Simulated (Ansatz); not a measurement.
Be$_{2}$C:
```
CELL_PARAMETERS angstrom
      0.00000     2.15536     2.15536
      2.15536     0.00000     2.15536
      2.15536     2.15536     0.00000
ATOMIC_POSITIONS crystal
  Be 0.25000 0.25000 0.25000
  Be 0.75000 0.75000 0.75000
  C  0.00000 0.00000 0.00000
```

Relaxed with PBEsol.

Task: Give the optical modes at the zone centre with their infrared activity from DFPT, PBEsol in the plane-wave PAW code Ansatz.

Result: Transverse frequencies, without the LO–TO term; a row sums one degenerate level.

```json
[
 {"ω (cm⁻¹)": "654", "degeneracy": "3", "IR ((D/Å)²/amu)": "89.62", "activity": "IR", "symmetry": "T1u"},
 {"ω (cm⁻¹)": "708", "degeneracy": "3", "IR ((D/Å)²/amu)": "0.00", "activity": "IR-inactive", "symmetry": "T2g"}
]
```

Task: How high does the top mode go among those that the LO–TO term moves?

Result: 940 cm⁻¹ for q along x.

Space group Fm-3m (fluorite or antifluorite type). Symmetry was held in the PBEsol relaxation; of distortions, only those at the zone centre were tested.

Potentials: the later of the program's two PAW sets.
